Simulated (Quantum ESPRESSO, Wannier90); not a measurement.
**Se (R-3): Wannier90 run**

```
CELL_PARAMETERS angstrom
      0.00000     0.00000     4.83952
     -5.65532    -3.26510    -1.61317
      5.65532    -3.26510    -1.61317
ATOMIC_POSITIONS crystal
  Se 0.09273 0.24359 0.36682
  Se 0.90727 0.75641 0.63318
  Se 0.72591 0.63318 0.87677
  Se 0.27409 0.36682 0.12323
  Se 0.84914 0.12323 0.75641
  Se 0.15086 0.87677 0.24359
```

Cell from Materials Project (mp-147), symmetrised, no further relaxation. COD (Crystallography Open Database) has the formula in 4 space groups, this one among them (matched by group alone). Method: PBEsol plane waves in Quantum ESPRESSO 7.5 (PseudoDojo norm-conserving files, 69 Ry, no spin polarisation, no spin-orbit coupling), Bloch states on a 4×4×4 mesh through Γ, Wannier90 4.0.1. Density: 8×8×8 mesh, cold smearing 0.01 Ry. The cell is built of weakly bound layers, chains or molecules, whose nearest atoms lie 3.42 Å apart. Database cells relaxed without dispersion often hold them too far apart, which can enlarge gaps and weakens couplings between them; spacing and stacking were not compared with the measured crystal. Spin-orbit coupling, left out, would split the p-like bands by a few tenths of an eV.

Base run: 24 functions from bands 31-67 of the 67 computed, start hydrogen-like Se: s;p, centres 0.05 Å off the atoms, frozen window up to 2.85 eV relative to the valence-band maximum, outer window open. Its settings: num_cg_steps = 5, trial_step = 2 and dis_mix_ratio = 0.5 (the program's defaults), conv_tol = 1.0e-6 over 4 steps, num_iter = 1000, dis_conv_tol = 1.0e-6, dis_num_iter = 1000. One of them is changed at a time.

```csv
run,disentanglement steps,localisation steps,Ω_I (Å²),Ω_total (Å²),ended
base,35,419,27.451,32.899,converged
num_cg_steps = 20,35,163,27.451,32.899,converged
conv_tol = 1.0e-10,35,668,27.451,32.899,converged
```
